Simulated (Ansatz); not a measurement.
# BePd: elastic constants from stress and strain

```
CELL_PARAMETERS angstrom
2.81300 0.00000 0.00000
0.00000 2.81300 0.00000
0.00000 0.00000 2.81300
ATOMIC_POSITIONS crystal
Be 0.00000 0.00000 0.00000
Pd 0.50000 0.50000 0.50000
```

Atom numbers follow the list: Be1, Pd2.

Conventional cell: a = 2.813 Å, b = 2.813 Å, c = 2.813 Å, α = 90.00°, β = 90.00°, γ = 90.00°. Around Be (atom 1) lie 8 Pd at 2.44 Å. Pd (atom 2) is surrounded by 8 Be at 2.44 Å.

The cell comes from COD entry 9008808, which wasn't checked; take it as a given geometry.

Spin polarisation is left out, and whether a magnetic state lies lower isn't shown here.

Computed with Ansatz 0.2.0, DFT, LDA, all-electron LAPW, scalar-relativistic.

Settings: a Γ-centred 12×12×12 k mesh, Fermi–Dirac smearing of 0.08 eV, basis error target 1 meV/atom, no spin polarisation.

The unstrained cell is at -7.99 GPa. Large strains and very small stresses are left out. Each strain is applied once, with fractional coordinates held (clamped ions), and σ below is the change of stress, positive in tension. One finite strain gives stress–strain coefficients at this pressure with an error of the order of the strain times third-order constants, a few per cent for each per cent of strain. In a metal the k mesh adds noise of tens of per cent to soft shears.

Problem. With equal xy, yz and zx engineering shear strains of -1 %, the run gives σxy = -0.70 GPa and γxy = 2εxy = -0.0100. Which stiffness follows?

Solution. C44 (clamped ions) = σxy/γxy = 70 GPa.

Problem. With equal xy, yz and zx engineering shear strains of +1 %, the run gives σxy = 0.62 GPa and γxy = 2εxy = 0.0100. Which stiffness follows?

Solution. C44 (clamped ions) = σxy/γxy = 62 GPa.

Problem. The two estimates of C44 (clamped ions) differ. Why, and which value is best?

Solution. Finite strains add third-order terms, and in a metal the k mesh adds noise; two strains on one mesh can't tell these apart, so neither value is shown to be the better.
